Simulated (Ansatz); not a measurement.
**Comparing deformations in C**

Theory: DFT r2SCAN, scalar-relativistic, plane waves, PAW (Ansatz 0.2.0). The runs took a 500 eV cutoff, a Γ-centred 12×12×4 mesh and Gaussian smearing (0.05 eV). No spin polarisation. Energies are free energies at this smearing, counted from the undisturbed cell; pressure is positive in compression.

Reference structure (relaxed at this level):

```xyz
8
Lattice="2.5098 0.0000 0.0000 -1.2549 2.1736 0.0000 0.0000 0.0000 8.2803" Properties=species:S:1:pos:R:3 pbc="T T T"
C     0.0000    0.0000    0.7695
C     0.0000    0.0000    4.9097
C     0.0000    0.0000    3.3706
C     0.0000    0.0000    7.5108
C     0.0000    1.4491    1.2876
C     1.2549    0.7245    5.4277
C     0.0000    1.4491    2.8526
C     1.2549    0.7245    6.9928
```

The cell is strained by ε times a Voigt pattern (xx, yy, zz, yz, xz, xy; engineering shear) with fractional coordinates fixed. τ = (1/V0) dE/dε comes from the stress tensor. Of each scan, only the three points used here are listed.

```csv
pattern,ε,τ (GPa)
"(1, 1, 0, 0, 0, 0)",-0.0100,-27.41
"(1, 1, 0, 0, 0, 0)",0.0000,-0.01
"(1, 1, 0, 0, 0, 0)",0.0100,25.41
"(0, 0, 1, 0, 0, 0)",-0.0250,-35.54
"(0, 0, 1, 0, 0, 0)",0.0000,0.01
"(0, 0, 1, 0, 0, 0)",0.0250,29.57
```

Question: Which constants do the scans give, and which deformation costs least for the same size of strain tensor?

Answer: The slope dτ/dε at zero (parabola through three points) is pᵀCp: (1, 1, 0, 0, 0, 0) gives C11 + C22 + 2 C12 = 2641 GPa; (0, 0, 1, 0, 0, 0) gives C33 = 1302 GPa. The size of the strain tensor, ε:ε, is ε² times 2.0, 1.0. Per unit of it the stiffnesses are 1321, 1302 GPa, so (0, 0, 1, 0, 0, 0) is the softest of these, level with (1, 1, 0, 0, 0, 0): at ε:ε = (1 %)² the quadratic term costs 2.29 meV/atom against 2.33 for the stiffest. These are clamped-ion values.

Forces appear on the atoms along this scan, and letting them relax would lower the energy and soften the response.